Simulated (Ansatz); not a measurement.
## ¹²⁷I nuclear quadrupole resonance in SnI₄O₁₂ with one atom moved

Cell: a diffraction structure from the COD, relaxed with PBE at fixed cell and then changed (atom 8 (O) moved by 0.10 Å).

```cif
data_structure
_symmetry_space_group_name_H-M 'P 1'
_symmetry_Int_Tables_number 1
_cell_length_a 5.0576
_cell_length_b 6.2808
_cell_length_c 8.3865
_cell_angle_alpha 87.680
_cell_angle_beta 88.647
_cell_angle_gamma 89.031
_cell_volume 266.08
loop_
_atom_site_label
_atom_site_type_symbol
_atom_site_fract_x
_atom_site_fract_y
_atom_site_fract_z
_atom_site_occupancy
Sn1 Sn 0.00000 0.00000 0.50000 1
I2 I 0.50614 0.77629 0.23714 1
I3 I 0.49386 0.22371 0.76286 1
I4 I 0.98044 0.69957 0.84378 1
I5 I 0.01956 0.30043 0.15622 1
O6 O 0.78335 0.95890 0.29655 1
O7 O 0.21665 0.04110 0.70345 1
O8 O 0.30524 0.81106 0.42191 1
O9 O 0.69673 0.20461 0.57585 1
O10 O 0.84699 0.74549 0.63684 1
O11 O 0.15301 0.25451 0.36316 1
O12 O 0.82612 0.43507 0.88547 1
O13 O 0.17388 0.56493 0.11453 1
O14 O 0.66736 0.52837 0.29056 1
O15 O 0.33264 0.47163 0.70944 1
O16 O 0.73115 0.86229 0.94586 1
O17 O 0.26885 0.13771 0.05414 1
```

Atom numbers follow the list; atoms alike are taken as one site, whose name carries the number of the first.

Method: Kohn–Sham DFT in Ansatz, PBE, plane waves and PAW, scalar-relativistic, 420 eV cutoff, Γ-centred 4×4×3 k-points, Fermi–Dirac smearing 0.02 eV.

¹²⁷I: I = 5/2, Q = -688.2 mb (year-2017 value). Static lattice, zero field.

Task: Predict the zero-field ¹²⁷I lines of each site.

Result: For I = 5/2 and η = 0 the lines are 3|C_Q|/20 and twice that; η pulls their ratio below 2.

| site | atoms | V_zz (10²¹ V/m²) | C_Q (MHz) | η | line frequencies (MHz) |
| --- | --- | --- | --- | --- | --- |
| I2 | 2 | -52.1 | 867 | 0.45 | 155.9, 251.0 |
| I3 | 3 | -51.8 | 862 | 0.49 | 159.5, 247.8 |
| I4 | 4 | -50.2 | 835 | 0.19 | 130.3, 248.8 |
| I5 | 5 | -50.2 | 835 | 0.19 | 129.9, 248.8 |

At I4 and I5 V_zz stands upright on the plane through its three neighbours (within 7°) in each case.

Without spin–orbit coupling the gradients at and beside I can be off by some per cent, at some sites by more. The atoms aren't relaxed after the move (largest force 0.6 eV/Å).
